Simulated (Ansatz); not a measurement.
ScAlN$_{2}$:
```
ScAlN2
1.0
    3.33971     0.00000     0.00000
   -1.66986     2.89228     0.00000
    0.00000     0.00000     5.19751
Sc N Al
1 2 1
Direct
  0.33333   0.66667   0.99108
  0.33333   0.66667   0.40740
  0.66667   0.33333   0.86778
  0.66667   0.33333   0.50373
```

Relaxed with the program Ansatz at the PBE level (PAW). Indices refer to the conventional cell of P3m1, a = b = 3.3397 Å, c = 5.1975 Å, α = β = 90.00°, γ = 120.00°.

**Question.** Simulate the powder diffraction pattern (Mo Kα, λ = 0.71073 Å; lines above 1 %) up to 2θ = 45°.

**Answer.** Simulated powder pattern, Mo Kα, λ = 0.71073 Å (kinematic, ideal powder, no thermal factors, no anomalous dispersion; the 30 strongest lines at most, above 1 %, up to 2θ = 45°):

```json
[
 {"2θ (°)": "7.84", "d (Å)": "5.198", "I/Imax (%)": "12", "hkl": "(0001)"},
 {"2θ (°)": "14.12", "d (Å)": "2.892", "I/Imax (%)": "89", "hkl": "(1 0 -1 0)"},
 {"2θ (°)": "15.72", "d (Å)": "2.599", "I/Imax (%)": "54", "hkl": "(0002)"},
 {"2θ (°)": "16.17", "d (Å)": "2.527", "I/Imax (%)": "100", "hkl": "(1 0 -1 1)+(0 1 -1 1)"},
 {"2θ (°)": "21.19", "d (Å)": "1.933", "I/Imax (%)": "41", "hkl": "(1 0 -1 2)+(0 1 -1 2)"},
 {"2θ (°)": "24.57", "d (Å)": "1.670", "I/Imax (%)": "59", "hkl": "(1 1 -2 0)"},
 {"2θ (°)": "25.83", "d (Å)": "1.590", "I/Imax (%)": "2.5", "hkl": "(1 1 -2 1)"},
 {"2θ (°)": "27.67", "d (Å)": "1.486", "I/Imax (%)": "46", "hkl": "(1 0 -1 3)+(0 1 -1 3)"},
 {"2θ (°)": "28.45", "d (Å)": "1.446", "I/Imax (%)": "9.6", "hkl": "(2 0 -2 0)"},
 {"2θ (°)": "29.31", "d (Å)": "1.405", "I/Imax (%)": "45", "hkl": "(1 1 -2 2)"},
 {"2θ (°)": "29.56", "d (Å)": "1.393", "I/Imax (%)": "18", "hkl": "(0 2 -2 1)+(2 0 -2 1)"},
 {"2θ (°)": "31.74", "d (Å)": "1.299", "I/Imax (%)": "2.8", "hkl": "(0004)"},
 {"2θ (°)": "32.67", "d (Å)": "1.264", "I/Imax (%)": "9.3", "hkl": "(0 2 -2 2)+(2 0 -2 2)"},
 {"2θ (°)": "34.89", "d (Å)": "1.185", "I/Imax (%)": "5.3", "hkl": "(0 1 -1 4)+(1 0 -1 4)"},
 {"2θ (°)": "37.34", "d (Å)": "1.110", "I/Imax (%)": "16", "hkl": "(0 2 -2 3)+(2 0 -2 3)"},
 {"2θ (°)": "37.94", "d (Å)": "1.093", "I/Imax (%)": "6.7", "hkl": "(2 1 -3 0)"},
 {"2θ (°)": "38.80", "d (Å)": "1.070", "I/Imax (%)": "14", "hkl": "(2 1 -3 1)+(1 2 -3 1)"},
 {"2θ (°)": "40.55", "d (Å)": "1.025", "I/Imax (%)": "7.2", "hkl": "(1 1 -2 4)"},
 {"2θ (°)": "41.30", "d (Å)": "1.008", "I/Imax (%)": "7.8", "hkl": "(2 1 -3 2)+(1 2 -3 2)"},
 {"2θ (°)": "42.60", "d (Å)": "0.978", "I/Imax (%)": "11", "hkl": "(1 0 -1 5)+(0 1 -1 5)"},
 {"2θ (°)": "43.14", "d (Å)": "0.967", "I/Imax (%)": "2.4", "hkl": "(2 0 -2 4)+(0 2 -2 4)"},
 {"2θ (°)": "43.26", "d (Å)": "0.964", "I/Imax (%)": "7.6", "hkl": "(3 0 -3 0)"}
]
```

The start of the workflow was typed in or built on a structure type; neither database checked (COD, Materials Project) lists it. Its standing as an ambient phase is unchecked. The PBE relaxation kept the symmetry of its start; whether a distortion lowers the energy is not shown. The run is not spin-polarised.

Potentials: the earlier of the program's two PAW sets.
